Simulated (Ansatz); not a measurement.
# Pb: two-dimensional strain map

Level of theory: DFT PBEsol, scalar-relativistic, plane waves, PAW in Ansatz. The runs took a 420 eV cutoff, a Γ-centred 16×16×16 mesh and Gaussian smearing (0.15 eV). Spin–orbit coupling is left out, which can shift energies with elements as heavy as these. No spin polarisation. Energies are free energies at this smearing, counted from the undisturbed cell; pressure is positive in compression.

The undisturbed cell (as given, not relaxed at this level; it stands at -0.2 GPa):

```xyz
1
Lattice="0.0000 2.4698 2.4698 2.4698 0.0000 2.4698 2.4698 2.4698 0.0000" Properties=species:S:1:pos:R:3 pbc="T T T"
Pb    0.0000    0.0000    0.0000
```

The cell is strained by p along both x and y and by q along z, fractional coordinates fixed. Points are written (p, q).

Energy above the undisturbed cell in meV/atom (a dash: not computed):

```csv
p \ q,-0.050,-0.025,0.000,0.025,0.050
-0.050,116.4,77.9,50.4,33.1,23.7
-0.025,47.7,24.6,10.5,4.8,5.9
0.000,13.4,2.6,0.0,4.4,14.5
0.025,6.7,6.8,13.4,26.3,44.1
0.050,20.8,30.8,45.7,65.4,89.6
```

Pressure in GPa:

```csv
p \ q,-0.050,-0.025,0.000,0.025,0.050
-0.050,10.4,8.0,6.0,4.3,2.8
-0.025,5.9,4.1,2.5,1.1,0.0
0.000,2.5,1.0,-0.2,-1.3,-2.2
0.025,-0.1,-1.3,-2.3,-3.2,-3.9
0.050,-2.1,-3.0,-3.8,-4.5,-5.0
```